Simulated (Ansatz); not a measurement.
Cells of P relaxed with PBEsol (plane waves to 420 eV, PAW, scalar-relativistic; Ansatz, a first-principles code), each with a space-group label. One label is wrong.

**A**, labelled Cmmm (No. 65)
```yaml
crystal:
  lattice:
    - [-3.01468, 3.01468, 3.01468]
    - [3.01468, -3.01468, 3.01468]
    - [3.01468, 3.01468, -3.01468]
  atoms:
    - { symbol: P, position: [0.00000, 0.25000, 0.50000] }
    - { symbol: P, position: [0.25000, 0.50000, 0.00000] }
    - { symbol: P, position: [0.50000, 0.00000, 0.25000] }
    - { symbol: P, position: [0.25000, 0.25000, 0.25000] }
```

**B**, labelled Fd-3m (No. 227)
```
CELL_PARAMETERS angstrom
      0.00000     3.50826     3.50826
      3.50826     0.00000     3.50826
      3.50826     3.50826     0.00000
ATOMIC_POSITIONS crystal
  P  0.75000 0.75000 0.75000
  P  0.50000 0.50000 0.50000
  P  0.12500 0.12500 0.62500
  P  0.12500 0.62500 0.12500
  P  0.12500 0.12500 0.12500
  P  0.62500 0.12500 0.12500
```

**C**, labelled Pm-3m (No. 221)
```yaml
crystal:
  lattice:
    - [2.42061, 0.00000, 0.00000]
    - [0.00000, 2.42061, 0.00000]
    - [0.00000, 0.00000, 2.42061]
  atoms:
    - { symbol: P, position: [0.50000, 0.50000, 0.50000] }
```

Question: Which label is wrong, and what should it be (tolerance 0.01 Å)?

Answer: A: its symmetry is I4₁32 (No. 214), cI8; a = 6.029 Å, b = 6.029 Å, c = 6.029 Å, α = 90.00°, β = 90.00°, γ = 90.00°.

Each run could gain symmetry but not lose that of its start, so entries can be saddle points. All of these are generated cells (placed on structure types, drawn at random, substituted or restacked) that were not matched to a known phase here.

No spin polarisation in the result.
